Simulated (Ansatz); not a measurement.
BRh:
```
CELL_PARAMETERS angstrom
      3.35938     0.00000     0.00000
     -1.67969     2.90931     0.00000
      0.00000     0.00000     4.13274
ATOMIC_POSITIONS crystal
  B  0.00000 0.00000 0.00000
  B  0.00000 0.00000 0.50000
  Rh 0.66667 0.33333 0.75000
  Rh 0.33333 0.66667 0.25000
```

Relaxed with r²SCAN.

Give the Bader charges and basin volumes of the independent atoms, DFT-r²SCAN in the program Ansatz with PAW potentials.



| atom | Bader charge (e) | Bader volume (Å³) |
|---|---|---|
| B1 | +0.09 | 6.6 |
| Rh3 | -0.09 | 13.6 |

Space group P6_3/mmc (NiAs type). The first step of the workflow began from a Materials Project structure, measured or hypothetical; the Crystallography Open Database copy checked does not list it. Its standing as an ambient phase is unchecked. Symmetry was held in the r²SCAN relaxation; its stability against distortions is not shown here. No spin polarisation was allowed.

Potentials: the later of the program's two PAW sets.
